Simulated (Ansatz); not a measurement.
Input and command of a plane-wave DFT calculation in Ansatz:

```yaml
crystal:
  lattice:
    - [1.397149, -2.600516, 0.0]
    - [1.397149, 2.600516, 0.0]
    - [0.0, 0.0, 2.738704465]
  atoms:
    - { symbol: Ge, position: [0.5, 0.5, 0.0] }
basis:
  ecutwfc: 500
kpoints:
  mp_grid: { grid: [20, 20, 18] }
hamiltonian:
  xc: r2scan
scf:
  occupations: { method: gaussian, width: 0.15 }
output:
  forces: true
  stress: true
  eigenvalues: true
```

```bash
ansatz run input.yaml --threads 1 --pin off --max-ram 2560MiB --backend cpu --events-out ev --progress --plain --runs-dir out
```

Processor: Intel(R) Xeon(R) 6975P-C (Granite Rapids), 1 thread, on a host shared with other jobs.

Problem. Estimate time, memory and problem size.

Solution. About 12 s on 1 thread of Intel(R) Xeon(R) 6975P-C (Granite Rapids), with other jobs on the host, peak memory 0.65 GiB. It solves 11 bands at 1110 k points (the mesh reduced by symmetry) with about 509 plane waves, in 6 SCF iterations.
